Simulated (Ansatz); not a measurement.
YGe in space group P6/mmm (No. 191; Y on 3f, Ge on 1a, Ge on 2d) at seven volumes, DFT-PBE in the program Ansatz with PAW potentials, shape and atoms relaxed at each. One row is withheld.

```json
[
 {"V (Å³/atom)": "26.790", "P (GPa)": "5.72"},
 {"V (Å³/atom)": "27.674", "P (GPa)": "3.52"},
 {"V (Å³/atom)": "28.557", "P (GPa)": "?"},
 {"V (Å³/atom)": "29.440", "P (GPa)": "0.00"},
 {"V (Å³/atom)": "30.323", "P (GPa)": "-1.40"},
 {"V (Å³/atom)": "31.206", "P (GPa)": "-2.62"},
 {"V (Å³/atom)": "32.090", "P (GPa)": "-3.66"}
]
```

### Question
Fit the shown pressures and predict the withheld one.

### Answer
P = (3/2)B₀(x^(7/2) − x^(5/2))[1 + (3/4)(B′ − 4)(x − 1)] with x = (V₀/V)^(2/3). Least squares on the six rows gives V₀ = 29.440 Å³/atom, B₀ = 50.4 GPa, B′ = 3.94. At V = 28.557, x = 1.0205 and P = 1.63 GPa. The run itself gave 1.63 GPa.

A made-up cell: these elements were put on the sites of a structure type; neither database checked (COD, Materials Project) lists it. Whether it is the stable phase at ambient conditions was not checked. The PBE relaxation kept the symmetry of its start; its stability against distortions is not shown here. No spin polarisation was allowed.

Potentials: the later of the program's two PAW sets.
